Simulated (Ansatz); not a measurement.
Cu Kα1 powder pattern (kinematic, no thermal factors).
| 2θ (°) | relative intensity | assignment |
| --- | --- | --- |
| 13.61 | 6 | 1 0 0 |
| 19.29 | 6 | 1 1 0 |
| 23.68 | 2 | 1 1 1 |
| 27.41 | 100 | 2 0 0 |
| 30.72 | 4 | 2 1 0 |
| 33.74 | 3 | 2 1 1 |
| 39.16 | 79 | 2 2 0 |
| 41.64 | 2 | 3 0 0 |
| 44.00 | 2 | 3 1 0 |
| 46.27 | 1 | 3 1 1 |
| 48.46 | 29 | 2 2 2 |
| 50.57 | 1 | 3 2 0 |
| 52.63 | 2 | 3 2 1 |
| 56.57 | 14 | 4 0 0 |
| 58.48 | 1 | 4 1 0 |
| 63.99 | 39 | 4 2 0 |
| 65.76 | 1 | 4 2 1 |
| 70.95 | 29 | 4 2 2 |
| 74.33 | 1 | 5 1 0 |
| 84.16 | 10 | 4 4 0 |

The pattern is computed from a structure relaxed with Ansatz, DFT PBE, scalar-relativistic, plane waves, PAW. No spin polarisation. Its elements are Bi, Cl.

Task: Give the structure.

Result: Bi7Cl.
Space group Pm-3m (No. 221). a = 6.502 Å, b = 6.502 Å, c = 6.502 Å, α = 90.00°, β = 90.00°, γ = 90.00°
| atom | site | symmetry | x | y | z |
| --- | --- | --- | --- | --- | --- |
| Bi | 3c | 4/mm.m | 0.0000 | 0.5000 | 0.5000 |
| Bi | 3d | 4/mm.m | 0.5000 | 0.0000 | 0.0000 |
| Bi | 1a | m-3m | 0.0000 | 0.0000 | 0.0000 |
| Cl | 1b | m-3m | 0.5000 | 0.5000 | 0.5000 |

A pattern alone doesn't exclude other cells with like lines; this is the one computed.

The cell was found from a structure generator's guess, not taken from experiment.
